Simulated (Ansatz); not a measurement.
Input:

Ru:
```yaml
crystal:
  lattice:
    - [2.69050, 0.00000, 0.00000]
    - [-1.34525, 2.33004, 0.00000]
    - [0.00000, 0.00000, 4.25101]
  atoms:
    - { symbol: Ru, position: [0.33333, 0.66667, 0.25000] }
    - { symbol: Ru, position: [0.66667, 0.33333, 0.75000] }
```

This is the PBEsol-relaxed structure.

Problem. All from plane-wave PAW PBEsol (Ansatz code), unless another level is named. Estimate the density of states at the Fermi level.

Solution. 0.79 states/eV per atom (mean over ±0.08 eV).

Problem. Predict the gap with spin–orbit coupling.

Solution. none (metallic).

Space group P6_3/mmc (hcp (Mg type)). The PBEsol relaxation kept the symmetry of its start; of distortions, only those at the zone centre were tested. No spin polarisation was allowed. Scalar-relativistic: spin–orbit coupling is off unless named, which matters more the heavier the elements.

Potentials: the earlier of the program's two PAW sets.
